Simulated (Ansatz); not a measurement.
Zn2SeS in space group P-4m2 (No. 115; Zn on 2g, Se on 1d, S on 1b), DFT-r²SCAN in the program Ansatz with PAW potentials. The conduction-band minimum lies at Γ, with 1 equivalent valley. Second derivatives d²E/dk² of the lowest band at one valley (eV·Å²), along Cartesian directions:

```
direction  d²E/dk²
---------  -------
[100]        47.17
[010]        47.17
[001]        47.80
[110]        47.20
[101]        47.46
[011]        47.46
```

Task: Find the principal effective masses, the density-of-states mass and the conductivity mass.

Result: Off-diagonal terms follow from H_xy = H[110] − (H_xx + H_yy)/2, and m*/mₑ = 7.620 eV·Å² over each eigenvalue: 0.16, 0.16, 0.16. One valley's DOS mass (m₁m₂m₃)^(1/3) = 0.16, conductivity mass 3/(Σ 1/mᵢ) = 0.16 mₑ.

Task: What effective density of states Nc follows at 300 K for parabolic valleys?

Result: Nc = 2.509e19 × 1 × (0.16)^(3/2) ≈ 1.6e18 cm⁻³.

The workflow started from a Materials Project entry (that database holds measured and hypothetical structures alike); the Crystallography Open Database copy checked does not list it. Whether it is the stable phase at ambient conditions was not checked. The r²SCAN relaxation kept the symmetry of its start; its stability against distortions is not shown here. Scalar-relativistic: spin–orbit coupling is off unless named, which matters more the heavier the elements.

Potentials: the later of the program's two PAW sets.

Edges and masses are those of Kohn–Sham bands, whose gap is no quasiparticle gap.
